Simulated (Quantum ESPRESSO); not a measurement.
## Band energies of Rb₂LiAsF₆

```xyz
10
Lattice="0.0000 4.2627 4.2627 4.2627 0.0000 4.2627 4.2627 4.2627 0.0000" Properties=species:S:1:pos:R:3 pbc="T T T"
Li     4.2627     4.2627     4.2627
F      4.2627     4.2627     2.0878
F      4.2627     4.2627     6.4376
F      2.0878     4.2627     4.2627
F      6.4376     4.2627     4.2627
F      4.2627     2.0878     4.2627
F      4.2627     6.4376     4.2627
As     0.0000     0.0000     0.0000
Rb     2.1313     2.1313     2.1313
Rb     6.3940     6.3940     6.3940
```

norm-conserving LDA (Quantum ESPRESSO, 84 Ry, no spin-orbit coupling); path ΓXWKΓLUWLK,UX; energies in eV from the valence-band maximum.

| k (1/Å) | point | band 35 | band 36 | band 37 | band 38 | band 39 | band 40 | band 41 | band 42 |
|---|---|---|---|---|---|---|---|---|---|
| 0.00 | Γ | -2.20 | -1.94 | -1.94 | -1.94 | -0.83 | 4.55 | 4.55 | 4.55 |
| 0.25 |  | -2.24 | -2.05 | -2.05 | -1.95 | -0.59 | 4.69 | 4.69 | 4.69 |
| 0.49 |  | -2.35 | -2.29 | -2.29 | -1.96 | -0.19 | 4.96 | 4.96 | 4.96 |
| 0.74 | X | -2.43 | -2.42 | -2.42 | -1.96 | 0.00 | 5.08 | 5.09 | 5.09 |
| 0.74 | W | -2.45 | -2.41 | -2.13 | -2.13 | -0.02 | 5.10 | 5.10 | 5.13 |
| 1.00 | K | -2.38 | -2.37 | -2.28 | -2.04 | -0.04 | 4.98 | 5.08 | 5.22 |
| 1.19 |  | -2.29 | -2.26 | -2.14 | -2.12 | -0.16 | 4.81 | 5.01 | 5.29 |
| 1.39 |  | -2.21 | -2.13 | -2.12 | -2.03 | -0.39 | 4.64 | 4.84 | 5.08 |
| 1.58 |  | -2.20 | -2.01 | -2.00 | -1.97 | -0.67 | 4.56 | 4.64 | 4.72 |
| 1.78 | Γ | -2.20 | -1.94 | -1.94 | -1.94 | -0.83 | 4.55 | 4.55 | 4.55 |
| 1.94 |  | -2.20 | -1.98 | -1.98 | -1.96 | -0.72 | 4.54 | 4.65 | 4.65 |
| 2.10 |  | -2.22 | -2.07 | -2.07 | -2.01 | -0.50 | 4.52 | 4.89 | 4.89 |
| 2.26 |  | -2.23 | -2.14 | -2.14 | -2.08 | -0.32 | 4.52 | 5.15 | 5.15 |
| 2.42 | L | -2.24 | -2.16 | -2.16 | -2.14 | -0.25 | 4.53 | 5.25 | 5.25 |
| 2.64 |  | -2.30 | -2.24 | -2.19 | -2.10 | -0.16 | 4.70 | 5.18 | 5.26 |
| 2.87 | U | -2.38 | -2.37 | -2.28 | -2.04 | -0.04 | 4.98 | 5.08 | 5.22 |
| 2.87 | W | -2.45 | -2.41 | -2.13 | -2.13 | -0.02 | 5.10 | 5.10 | 5.13 |
| 3.00 |  | -2.41 | -2.38 | -2.13 | -2.13 | -0.05 | 4.94 | 5.12 | 5.22 |
| 3.13 |  | -2.33 | -2.29 | -2.14 | -2.13 | -0.13 | 4.75 | 5.17 | 5.26 |
| 3.26 |  | -2.27 | -2.20 | -2.15 | -2.13 | -0.22 | 4.59 | 5.23 | 5.26 |
| 3.39 | L | -2.24 | -2.16 | -2.16 | -2.14 | -0.25 | 4.53 | 5.25 | 5.25 |
| 3.50 |  | -2.26 | -2.18 | -2.16 | -2.13 | -0.23 | 4.57 | 5.23 | 5.26 |
| 3.62 |  | -2.30 | -2.24 | -2.19 | -2.10 | -0.16 | 4.70 | 5.18 | 5.26 |
| 3.73 |  | -2.35 | -2.32 | -2.23 | -2.07 | -0.08 | 4.86 | 5.12 | 5.26 |
| 3.84 | K | -2.38 | -2.37 | -2.28 | -2.04 | -0.04 | 4.98 | 5.08 | 5.22 |
| 3.84 | U | -2.38 | -2.37 | -2.28 | -2.04 | -0.04 | 4.98 | 5.08 | 5.22 |
| 4.10 | X | -2.43 | -2.42 | -2.42 | -1.96 | 0.00 | 5.08 | 5.09 | 5.09 |

The LDA gap is indirect, 4.52 eV, from X to 50 % of the way from Γ to L; the smallest direct gap is 4.78 eV. Another conduction extremum on the path lies within 0.02 eV, too close to call.

Spin-orbit splittings are left out.

Geometry of the Materials Project entry, not relaxed at this level.

The structure is a Materials Project entry; no match was found in the copy of COD used, and its stability was not checked.
